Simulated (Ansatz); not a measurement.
As: do energies and stresses tell the same story?

Computed with Ansatz, DFT PBEsol, scalar-relativistic, plane waves, PAW.

Cutoff 420 eV; k points 12×12×12 on the computed 2-atom cell (Γ-centred); Gaussian smearing, width 0.10 eV; no spin polarisation.

Relaxed cell: R-3m, a = 3.783 Å, b = 3.783 Å, c = 10.090 Å, α = 90.00°, β = 90.00°, γ = 120.00°, 2 atoms in the primitive cell.

Energies at zero smearing and pressures from the stress tensor, at volumes with shape and atoms relaxed:
| V (Å³/atom) | E − E(first) (meV/atom) | P (GPa) |
| --- | --- | --- |
| 19.589 | 0.00 | 3.95 |
| 20.214 | -11.02 | 1.76 |
| 20.840 | -14.35 | 0.00 |
| 21.465 | -11.44 | -1.40 |
| 22.090 | -3.87 | -2.45 |

Q: Check P = −dE/dV between neighbouring volumes, and get the bulk modulus from the pressures alone.

A: With 1 eV/Å³ = 160.2 GPa:
| middle V (Å³/atom) | −ΔE/ΔV (GPa) | mean P (GPa) |
| --- | --- | --- |
| 19.902 | 2.823 | 2.854 |
| 20.527 | 0.853 | 0.882 |
| 21.152 | -0.744 | -0.699 |
| 21.777 | -1.940 | -1.925 |

The two differ by 0.04 GPa at most. The mean of two end pressures misses the average over a step by about ΔV² P″/12, up to 0.04 GPa here; with that taken off 0.02 GPa remains. Around V = 20.840 Å³/atom, the two neighbours give B = −V ΔP/ΔV = 20.840 × 3.16 / 1.250 = 52.7 GPa, against B0 = 52.0 GPa from the Birch–Murnaghan fit of the energies.

Cost: 6 runs of about 8.6 core-minutes in all, on Intel Xeon Processor @ 2.50GHz (Skylake/Cascade Lake) (shared hosts).